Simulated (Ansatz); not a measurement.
The start is a relaxed Sb cell with every coordinate shifted by Gaussian noise of σ = 0.2 Å. Cell shape, volume and atoms are optimised at zero target pressure with PBE (plane waves to 420 eV, PAW, scalar-relativistic; Ansatz, a program for electronic structure). First-step values are on the input's coarse k-mesh.

Ansatz input (later rounds restart from its end on a renewed k-mesh):
Ansatz 0.2 input:
```yaml
crystal:
  lattice:
    - [2.1873274098, 1.2628540688, 3.8461061672]
    - [-2.1873274098, 1.2628540688, 3.8461061672]
    - [0, -2.5257081377, 3.8461061672]
  atoms:
    - { symbol: Sb, position: [0.1884511025, 0.2287773461, 0.2608195148] }
    - { symbol: Sb, position: [0.7883686203, 0.6632099306, 0.9050328695] }
basis: { ecutwfc: 420, ecutrho_ratio: 4, xc_grid: 2, fft_grid_basis: typed }
kpoints: { mp_grid: { grid: [9, 9, 9] } }
hamiltonian:
  xc: pbe
  dispersion: none
  pseudopotentials: { azcp: { folder: ./paw }, kind: paw }
scf: { occupations: { method: fermi_dirac, width: 0.05 } }
relax: { f_tol: 0.01, max_steps: 100, cell: { stress_tol: 0.02 } }
output: { forces: true, stress: true }
```

What pressure does the first self-consistent step give?

+11.2 GPa (positive: the cell is compressed).

Which atoms feel the largest initial force, and how large is it?

5.92 eV/Å, on Sb1, Sb2 (atoms numbered as listed).

How much energy is released per atom?

0.59 eV/atom.

Does it find its way back to the structure it was made from?

It relaxes back to the parent, R-3m (No. 166).

How do the shortest distances between atoms change?

The closest pairs of elements (up to four, under 3.6 Å), start → end: Sb–Sb 2.40 → 2.95 Å.

Final structure:

Space group R-3m, hexagonal axes (No. 166); a = b = 4.375 Å, c = 11.540 Å, α = β = 90.00°, γ = 120.00°

```csv
atom,site,symmetry,x,y,z
Sb,6c,3m,0.0000,0.0000,0.2673
```
(The calculation used a cell of 2 atoms; values per cell refer to that cell.)

Final values are on a 13×13×13 k-mesh of the relaxed cell. No spin polarisation in the result.

The run could not lose the symmetry of its start.
